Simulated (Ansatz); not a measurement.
Theory: DFT PBE, scalar-relativistic, plane waves, PAW in Ansatz. All cells share a 420 eV cutoff and Γ-centred k meshes spaced at most about 0.3 Å⁻¹ (about 0.25 or finer for metals, 2π included). No spin polarisation in the final relaxations.

These are static total energies at zero pressure. All come from trial cells, and lower structures may exist.

Question: Order these relaxed structures of InRu₂ by energy, lowest first, with the energy over the lowest of them.
A.

```
CELL_PARAMETERS angstrom
1.44764 -6.19334 0.00000
1.44764 6.19334 0.00000
0.00000 0.00000 2.79274
ATOMIC_POSITIONS crystal
In 0.00000 0.00000 0.50000
Ru 0.66900 0.33100 0.00000
Ru 0.33100 0.66900 0.00000
```

B.

```
CELL_PARAMETERS angstrom
2.82295 0.00000 0.00000
0.00000 2.82295 0.00000
0.00000 0.00000 6.51413
ATOMIC_POSITIONS crystal
In 0.00000 0.00000 0.00000
Ru 0.50000 0.50000 0.32726
Ru 0.50000 0.50000 0.67274
```

Answer: A (0 meV/atom), B (169 meV/atom). Forms: A Cmmm; B P4/mmm. Counting all near atoms (those within 1.25 times the shortest distance at each site; a plus sign parts nearer from farther groups): A has In 12, Ru 2+8; B has In 12, Ru 1. Even the lowest lies +0.51 eV/atom against the elements.

Cells relaxed within their symmetry can be saddle points. The Cmmm cell of InRu2 came from shaking the P4/mmm one. Some structure types and database cells were kept out of the candidates from the start, so a known form may be missing.
